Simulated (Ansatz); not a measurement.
What DFT gives for Li3Au2

```yaml
crystal:
  lattice:
    - [7.18760, 0.00000, 0.00000]
    - [0.00000, 7.18760, 0.00000]
    - [0.00000, 0.00000, 3.68868]
  atoms:
    - { symbol: Li, position: [0.18100, 0.68100, 0.50000] }
    - { symbol: Li, position: [0.31900, 0.18100, 0.50000] }
    - { symbol: Li, position: [0.81900, 0.31900, 0.50000] }
    - { symbol: Li, position: [0.68100, 0.81900, 0.50000] }
    - { symbol: Au, position: [0.38900, 0.88900, 0.00000] }
    - { symbol: Au, position: [0.11100, 0.38900, 0.00000] }
    - { symbol: Au, position: [0.61100, 0.11100, 0.00000] }
    - { symbol: Au, position: [0.88900, 0.61100, 0.00000] }
    - { symbol: Li, position: [0.00000, 0.00000, 0.00000] }
    - { symbol: Li, position: [0.50000, 0.50000, 0.00000] }
```

Method: r2SCAN, no spin polarisation; PAW, plane waves to 500 eV, 5×5×9 Γ-centred mesh, fermi-dirac occupations (width 0.1 eV) (Ansatz 0.2.0), atoms fixed.

Q: What do density and ELF say about some of the short contacts?

A: Au–Au at 2.26 Å: least valence density 0.97 e/Å³ and ELF 0.27 there. Li–Au at 2.81 Å: least valence density 0.08 e/Å³ and ELF 0.04 there. Li–Li at 3.22 Å: least valence density 0.04 e/Å³ and ELF 0.04 there. These are pseudo-fields; inside the PAW spheres they differ from the all-electron ones.

Q: Is the cell too large or too small?

A: The pressure is 5.2 GPa (compression positive), so with the atoms held at these fractions the cell would first expand; the forces are large, so a full relaxation may end otherwise. The principal stresses -2.8, 9.2, 9.2 GPa differ, so its shape would change too.

Q: What is the formation energy?

A: -0.14 eV an atom against the elements' usual phases (free molecules for gases, crystals otherwise, with no correction for O₂ or N₂), so it is bound against them; other compounds may still compete. Relaxing would lower it.

Q: What happens at the Fermi level?

A: It is a metal, with about 3.1 states/eV a cell as the mean within 0.25 eV of the Fermi level.

Origin: a known structure type with other elements, at an estimated volume, so it need not be a known compound. Caveats: atoms or cell far from equilibrium.
